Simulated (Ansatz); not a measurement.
Molecular dynamics on a 2×2×1 supercell (16 atoms) of Ga2SbP (ordering on zincblende), relaxed with r2SCAN. Forces come from r2SCAN in the plane-wave code Ansatz: a Nosé-Hoover thermostat at fixed volume, 1000 K, steps of 2 fs. Spin polarisation is off, nuclei are classical, and the run is far too short for thermal averages. The structure comes from a prototype and may be hypothetical.

```yaml
crystal:
  lattice:
    - [8.1852437475, 0.0, 0.0]
    - [0.0, 8.1852437475, 0.0]
    - [0.0, 0.0, 5.8034925878]
  atoms:
    - { symbol: P, position: [0.0, 0.0, 0.0] }
    - { symbol: Ga, position: [0.0, 0.25, 0.7759653733] }
    - { symbol: Sb, position: [0.25, 0.25, 0.5] }
    - { symbol: Ga, position: [0.25, 0.0, 0.2240346267] }
    - { symbol: P, position: [0.0, 0.5, 0.0] }
    - { symbol: Ga, position: [0.0, 0.75, 0.7759653733] }
    - { symbol: Sb, position: [0.25, 0.75, 0.5] }
    - { symbol: Ga, position: [0.25, 0.5, 0.2240346267] }
    - { symbol: P, position: [0.5, 0.0, 0.0] }
    - { symbol: Ga, position: [0.5, 0.25, 0.7759653733] }
    - { symbol: Sb, position: [0.75, 0.25, 0.5] }
    - { symbol: Ga, position: [0.75, 0.0, 0.2240346267] }
    - { symbol: P, position: [0.5, 0.5, 0.0] }
    - { symbol: Ga, position: [0.5, 0.75, 0.7759653733] }
    - { symbol: Sb, position: [0.75, 0.75, 0.5] }
    - { symbol: Ga, position: [0.75, 0.5, 0.2240346267] }
kpoints:
  mp_grid: { grid: [2, 2, 2] }
hamiltonian:
  xc: r2scan
scf:
  occupations: { method: fermi_dirac, width: 0.086 }
md:
  ensemble: nvt_nose_hoover
  temperature: 1000
  timestep: 2.0
  n_steps: 40
  initial_velocities: maxwell_boltzmann
  seed: 1939
```

Command: `ansatz run input.yaml --threads 4 --pin off --max-ram 3686MiB --backend cpu --events-out ev --progress --plain --runs-dir out`. It ended after 7.6 min on 4 threads of Arm Neoverse N1, with other jobs on the host; peak host memory 2.2 GiB.

| step | t (fs) | T (K) | free energy F from step 0 (meV/atom) | kinetic energy (meV/atom) | largest force (eV/Å) |
| --- | --- | --- | --- | --- | --- |
| 0 | 0 | 1000 | 0.0 | 121.2 | 0.01 |
| 1 | 2 | 993 | 0.8 | 120.3 | 0.28 |
| 2 | 4 | 973 | 3.3 | 117.9 | 0.54 |
| 3 | 6 | 942 | 7.1 | 114.2 | 0.77 |
| 4 | 8 | 901 | 12.0 | 109.2 | 0.97 |
| 5 | 10 | 853 | 18.0 | 103.3 | 1.16 |
| 6 | 12 | 798 | 24.6 | 96.7 | 1.31 |
| 7 | 14 | 741 | 31.6 | 89.8 | 1.45 |
| 8 | 16 | 681 | 38.9 | 82.6 | 1.56 |
| 9 | 18 | 623 | 46.1 | 75.4 | 1.65 |
| 10 | 20 | 566 | 53.1 | 68.6 | 1.73 |
| 11 | 22 | 513 | 59.6 | 62.2 | 1.87 |
| 12 | 24 | 466 | 65.4 | 56.5 | 2.01 |
| 13 | 26 | 425 | 70.5 | 51.5 | 2.14 |
| 14 | 28 | 392 | 74.7 | 47.5 | 2.25 |
| 15 | 30 | 366 | 77.9 | 44.4 | 2.33 |
| 16 | 32 | 350 | 80.1 | 42.4 | 2.39 |
| 17 | 34 | 342 | 81.3 | 41.4 | 2.41 |
| 18 | 36 | 342 | 81.4 | 41.5 | 2.41 |
| 19 | 38 | 350 | 80.6 | 42.5 | 2.38 |
| 20 | 40 | 366 | 79.0 | 44.3 | 2.33 |
| 21 | 42 | 388 | 76.7 | 47.0 | 2.24 |
| 22 | 44 | 415 | 73.8 | 50.2 | 2.14 |
| 23 | 46 | 445 | 70.4 | 54.0 | 2.01 |
| 24 | 48 | 479 | 66.8 | 58.0 | 1.87 |
| 25 | 50 | 513 | 63.1 | 62.2 | 1.72 |
| 26 | 52 | 548 | 59.5 | 66.4 | 1.56 |
| 27 | 54 | 581 | 56.2 | 70.4 | 1.39 |
| 28 | 56 | 611 | 53.2 | 74.0 | 1.26 |
| 29 | 58 | 637 | 50.8 | 77.2 | 1.18 |

The temperature starts at 1000 K, is lowest at step 17 (342 K, 34 fs) and ends at 637 K. The thermostat hasn't had time to restore it. The atoms start on their lattice sites with kinetic energy alone, so much of it first passes into potential energy. By the last step the atoms have moved 0.20 Å in the root mean square, the drift of the whole cell taken out, 0.42 Å at most. The job's limit cut the run after 29 of 40 steps.

Positions (Å) and forces (eV/Å) at step 29:
```
P   -0.009   0.037   0.094    -0.098  -0.039   0.111
Ga   0.005   1.989   4.522     0.244   0.201  -0.006
Sb   2.020   2.140   2.833    -0.072  -0.421   0.063
Ga   2.029  -0.112   1.480     0.114   0.466  -0.369
P   -0.095   4.152  -0.194     0.738   0.185   0.687
Ga  -0.083   6.383   4.404     0.240  -0.490   0.853
Sb   1.991   5.985   2.991     0.543   0.228  -0.312
Ga   2.055   4.136   1.129    -0.294  -0.186  -0.268
P    3.962   0.027  -0.005     0.196   0.187  -0.413
Ga   4.097   2.253   4.386    -0.106  -0.526   0.610
Sb   6.183   1.855   2.898    -0.089   0.957   0.465
Ga   5.988  -0.042   1.260     0.095   0.130  -1.170
P    4.254   4.129   0.077    -0.154   0.002   0.142
Ga   4.098   6.116   4.552     0.039   0.173   0.063
Sb   6.135   6.224   2.855    -0.727  -0.679   0.440
Ga   6.470   4.051   1.545    -0.668  -0.186  -0.894
```
